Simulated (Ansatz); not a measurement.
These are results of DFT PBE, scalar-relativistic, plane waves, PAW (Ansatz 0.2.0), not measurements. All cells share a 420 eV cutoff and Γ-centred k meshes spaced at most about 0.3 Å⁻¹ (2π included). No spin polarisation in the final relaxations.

These are static total energies at zero pressure.

Compare these two cells of Cd₃SeS₂, each relaxed at this level.

A.

```cif
data_structure
_symmetry_space_group_name_H-M 'P3m1'
_symmetry_Int_Tables_number 156
_cell_length_a 4.2575
_cell_length_b 4.2575
_cell_length_c 20.8188
_cell_angle_alpha 90.000
_cell_angle_beta 90.000
_cell_angle_gamma 120.000
_cell_volume 326.81
loop_
_atom_site_label
_atom_site_type_symbol
_atom_site_symmetry_multiplicity
_atom_site_Wyckoff_symbol
_atom_site_fract_x
_atom_site_fract_y
_atom_site_fract_z
_atom_site_occupancy
Cd1 Cd 1 b 0.33333 0.66667 0.00167 1
Cd2 Cd 1 b 0.33333 0.66667 0.33942 1
Cd3 Cd 1 b 0.33333 0.66667 0.66344 1
Cd4 Cd 1 c 0.66667 0.33333 0.17762 1
Cd5 Cd 1 c 0.66667 0.33333 0.50142 1
Cd6 Cd 1 c 0.66667 0.33333 0.82547 1
Se1 Se 1 b 0.33333 0.66667 0.13034 1
Se2 Se 1 c 0.66667 0.33333 0.95451 1
S1 S 1 b 0.33333 0.66667 0.46303 1
S2 S 1 b 0.33333 0.66667 0.78708 1
S3 S 1 c 0.66667 0.33333 0.30095 1
S4 S 1 c 0.66667 0.33333 0.62504 1
```

B.

```cif
data_structure
_symmetry_space_group_name_H-M 'I-4m2'
_symmetry_Int_Tables_number 119
_cell_length_a 4.2552
_cell_length_b 4.2552
_cell_length_c 18.0315
_cell_angle_alpha 90.000
_cell_angle_beta 90.000
_cell_angle_gamma 90.000
_cell_volume 326.49
loop_
_atom_site_label
_atom_site_type_symbol
_atom_site_symmetry_multiplicity
_atom_site_Wyckoff_symbol
_atom_site_fract_x
_atom_site_fract_y
_atom_site_fract_z
_atom_site_occupancy
Cd1 Cd 4 e 0.50000 0.50000 0.33888 1
Cd2 Cd 2 b 0.50000 0.50000 0.00000 1
Se1 Se 2 d 0.50000 0.00000 0.25000 1
S1 S 4 f 0.00000 0.50000 0.08045 1
```

Question: Which form is favoured at zero pressure, and by what margin per atom?

Answer: They are level within the accuracy (2 meV/atom apart, with B the lower in these runs). A has Se and S ordered on wurtzite sites, space group P3m1 (No. 156), 27.2 Å³/atom and a gap of 0.65 eV on its mesh; B has Se and S ordered on zinc blende sites, space group I-4m2 (No. 119), 27.2 Å³/atom and a gap of 0.80 eV. Counting S or Se atoms around Cd (for each partner element, those within 1.25 times its shortest distance or 1.15 times the sum of covalent radii, where it is the nearest in units of that sum or under 1.3), A and B both have Cd 4. Both come from invented guesses.

Kohn–Sham gaps at this level usually fall short of measured ones.
